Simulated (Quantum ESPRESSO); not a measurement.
## Band energies of MgO

```xyz
2
Lattice="0.0000 2.1064 2.1064 2.1064 0.0000 2.1064 2.1064 2.1064 0.0000" Properties=species:S:1:pos:R:3 pbc="T T T"
O      2.1064     2.1064     2.1064
Mg     0.0000     0.0000     0.0000
```

PBEsol (Quantum ESPRESSO, PseudoDojo norm-conserving, 84 Ry, without SOC); path ΓXWKΓLUWLK,UX; energies in eV from the valence-band maximum.

```csv
k (1/Å),point,band 4,band 5,band 6,band 7,band 8,band 9,band 10,band 11
0.00,Γ,-38.88,-17.13,0.00,0.00,0.00,4.66,15.78,15.78
0.75,,-38.89,-16.35,-2.65,-0.74,-0.74,8.00,11.07,15.39
1.49,X,-38.91,-15.56,-4.10,-1.35,-1.35,9.03,9.89,12.95
2.24,W,-38.91,-15.49,-2.97,-2.97,-1.78,11.53,11.53,12.09
2.76,K,-38.90,-15.53,-3.51,-2.73,-1.14,9.98,11.69,12.39
3.19,,-38.89,-15.75,-3.56,-2.35,-0.76,9.78,11.73,13.42
3.92,,-38.88,-16.85,-1.38,-0.33,-0.12,6.09,13.38,16.16
4.35,Γ,-38.88,-17.13,0.00,0.00,0.00,4.66,15.78,15.78
4.64,,-38.88,-16.99,-0.84,-0.09,-0.09,5.46,14.21,16.09
5.44,,-38.89,-15.88,-4.44,-0.61,-0.61,7.75,12.39,16.27
5.64,L,-38.89,-15.79,-4.65,-0.65,-0.65,7.77,12.50,16.19
6.15,,-38.89,-15.65,-4.07,-1.93,-0.88,9.37,12.13,13.47
6.55,U,-38.90,-15.53,-3.51,-2.73,-1.14,9.98,11.69,12.39
6.87,,-38.91,-15.51,-3.31,-2.73,-1.56,10.76,11.90,12.05
7.08,W,-38.91,-15.49,-2.97,-2.97,-1.78,11.53,11.53,12.09
7.65,,-38.89,-15.66,-4.13,-1.78,-0.92,9.30,12.15,13.66
8.13,L,-38.89,-15.79,-4.65,-0.65,-0.65,7.77,12.50,16.19
8.32,,-38.89,-15.77,-4.57,-0.86,-0.68,8.04,12.44,15.54
8.96,,-38.90,-15.54,-3.46,-2.82,-1.10,10.05,11.90,12.35
9.05,K,-38.90,-15.53,-3.51,-2.73,-1.14,9.98,11.69,12.39
9.05,U,-38.90,-15.53,-3.51,-2.73,-1.14,9.98,11.69,12.39
9.57,X,-38.91,-15.56,-4.10,-1.35,-1.35,9.03,9.89,12.95
```

The PBEsol gap is direct, 4.66 eV at Γ.

Geometry relaxed with PBEsol.
